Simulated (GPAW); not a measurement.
W3Co: energy against volume and a worked fit

It takes space group Pm-3m (No. 221, cubic). Conventional cell: a = 3.907 Å, b = 3.907 Å, c = 3.907 Å, α = 90.00°, β = 90.00°, γ = 90.00°. W (site symmetry 4/mmm) has 8 W at 2.76 Å and 4 Co at 2.76 Å as nearest neighbours. Co (site symmetry m-3m) is surrounded by 12 W at 2.76 Å.

The cell comes from a database or a generator and needn't be the stable form of this composition.

The cell was scaled at fixed shape and fractions and run with GPAW, GPAW PAW data sets (gpaw-data 1.2.1), cutoff 600 eV; PBE, k mesh 6 × 6 × 6 on the cell of 4 atoms, fermi-dirac occupations of 0.05 eV, collinear spin, ferromagnetic start, no spin-orbit coupling. Energies are those that the program minimises, any entropy of the smearing included. For a metal such a mesh isn't converged to the digits shown. The magnetic state is the one that the start led to, which needn't be the lowest.

```tsv
V (Å³/atom)	energy over the lowest row (meV/atom)
14.0189	41.30
14.3172	?
14.6155	2.05
14.9138	0.00
15.2120	8.03
15.5103	25.10
15.8086	50.30
```

Question: Fit the third-order Birch-Murnaghan form, give V0, B0 and B′, and predict the energy left open.

Answer: With y = (V0/V)^(2/3), E = E0 + (9 V0 B0/16) [(y - 1)³ B′ + (y - 1)² (6 - 4y)]. Least squares through the rows shown give V0 = 14.8215 Å³/atom, E0 = -0.50 meV, B0 = 278.5 GPa (1 eV/Å³ = 160.218 GPa) and B′ = 4.46, with a largest miss of 0.01 meV. At V = 14.3172 the form with these constants gives 15.38 meV; the run gave 15.39 meV an atom.
